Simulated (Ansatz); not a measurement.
This run works on a proposed trial structure, not on a known crystal.

Input and command of a plane-wave DFT calculation in Ansatz:

```yaml
crystal:
  lattice:
    - [3.67, 0.0, 0.0]
    - [-1.835, 3.17831323, 0.0]
    - [0.0, 0.0, 11.1]
  atoms:
    - { symbol: Sc, position: [0.33333333, 0.66666667, 0.39] }
    - { symbol: Sc, position: [0.33333333, 0.66666667, 0.135] }
    - { symbol: Sc, position: [0.66666667, 0.33333333, 0.61] }
    - { symbol: Sc, position: [0.66666667, 0.33333333, 0.865] }
    - { symbol: Si, position: [0.0, 0.0, 0.0] }
    - { symbol: S, position: [0.66666667, 0.33333333, 0.265] }
    - { symbol: S, position: [0.33333333, 0.66666667, 0.735] }
basis:
  ecutwfc: 420
kpoints:
  mp_grid: { grid: [5, 5, 2] }
hamiltonian:
  xc: pbe
scf:
  occupations: { method: gaussian, width: 0.2 }
  lower_state_search: "off"
output:
  forces: true
  stress: true
  eigenvalues: true
relax:
  adjacent_minimum: "off"
  f_tol: 0.08
  max_steps: 16
  cell: { stress_tol: 0.8 }
```

```bash
ansatz run input.yaml --threads 1 --pin off --max-ram 2560MiB --backend cpu --events-out ev --progress --plain --runs-dir out
```

Processor: AMD EPYC (Zen 3), 1 thread, on a host shared with other jobs.

Estimate time, memory and problem size.

About 100 s, peak memory 0.43 GiB. It solves 37 bands at 10 k points (after reduction by symmetry) with about 2701 plane waves (on the last cell), in 58 SCF iterations over 8 ionic steps.
